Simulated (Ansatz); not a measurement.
**Course of a relaxation: CsMn2**

The guess for CsMn2 was made by a generator: close-packed layers stacked ABC (P-3m1, No. 164) (elements of the layers in order: Mn Mn Cs). Its size is a rough estimate.

```xyz
3
Lattice="4.3054 0.0000 0.0000 -2.1527 3.7286 0.0000 0.0000 0.0000 9.2250" Properties=species:S:1:pos:R:3 pbc="T T T"
Cs    0.0000    0.0000    4.6125
Mn    0.0000    2.4857    8.0410
Mn    2.1527    1.2429    1.1840
```

Level of theory: DFT PBE, scalar-relativistic, plane waves, PAW (Ansatz). Cutoff 420 eV, Gaussian smearing, Γ-centred meshes. Cell and atoms relax first on a coarse mesh and then on a finer one. In between, the cell is made exact in the group found at 0.06 Å. In metals the finer mesh still leaves noise of several meV/atom or more. The steps can't lower the symmetry of their start, moments included. Collinear spin, starting moments 0 -4 4 μB in the order of the atoms.

Steps on the 6×6×2 mesh (3 atoms, 13 steps). The free energy counts from the last step; some steps are skipped; the plane-wave basis is renewed at times, which shifts energy and pressure.

```tsv
step	ΔF (meV/atom)	V (Å³/atom)	P (GPa)	largest force component (eV/Å)
1	630.2	49.36	-2.88	0.765
2	504.8	45.68	-3.10	0.863
4	171.3	37.44	-2.65	0.402
5	88.7	33.18	-1.75	0.038
6	51.0	30.40	-0.95	0.018
8	35.6	28.51	0.25	0.044
9	28.0	30.32	-0.01	0.205
10	11.3	32.00	-0.15	0.251
12	-1.3	32.44	-0.10	0.009
13	0.0	32.44	-0.11	0.009
```

The relaxed structure, after a last relaxation on the converged mesh:

```xyz
3
Lattice="4.2122 0.0000 0.0000 -2.1061 3.6479 0.0000 0.0000 0.0000 6.3309" Properties=species:S:1:pos:R:3 pbc="T T T"
Cs    0.0000    0.0000    3.1654
Mn    0.0000    2.4319    0.0000
Mn    2.1061    1.2160    0.0000
```

The symmetry goes from P-3m1 (No. 164) to P6/mmm (No. 191). The volume per atom shrinks by 34.3 %, from 49.4 to 32.4 Å³. The shortest distance goes from 3.43 Å (Mn–Mn) to 2.43 Å (Mn–Mn). The energy falls by about 0.62 eV/atom (the start's value is from the coarse mesh). The end is written in a standard setting, so origin, axes and order of atoms can differ from the start's. Around Cs lie 12 Mn at 3.99 Å and 6 Cs at 4.21 Å; Mn has 3 Mn at 2.43 Å and 6 Cs at 3.99 Å.

For CsMn2, the volume per atom is 32.43 Å³ and the density is 4.14 g/cm³. The formation energy is +1.11 eV/atom, the gap on the 12×12×8 mesh of the 3-atom cell is 0 eV (a metal) and the net moment per atom is 0.00 μB. The moment by site is Mn -3.4, 3.4 μB.

Formation energies are uncorrected and refer to the elements' standard structures at the same level.

The last run used collinear spin and Gaussian smearing of 0.10 eV. Another magnetic order may lie lower. Symmetry constrained the relaxation, so the result can be a saddle point. In all, the 4 runs took 14 min on 1 thread of Arm Neoverse N1 (shared host). Site moments count only spheres around the atoms; the net moment includes the space between them.
